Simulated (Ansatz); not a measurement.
Al2Au (fluorite or antifluorite type, Fm-3m), a = b = c = 6.010 Å, α = β = γ = 90.00°; the cell used has 3 atoms.

This is the r²SCAN-relaxed structure.

**Question.** All from the program Ansatz at the r²SCAN level (PAW), unless another level is named. Estimate the density of states at the Fermi level.

**Answer.** 0.30 states/eV per atom (mean over ±0.08 eV).

**Question.** Give the formation energy from the elements (no fitted shifts).

**Answer.** -485 meV/atom.

The cell was relaxed with r²SCAN under the symmetry of its start. The references are the lowest solids computed at this level, not always the standard phases. Scalar-relativistic: spin–orbit coupling is off unless named, which matters more the heavier the elements.

Potentials: the later of the program's two PAW sets.
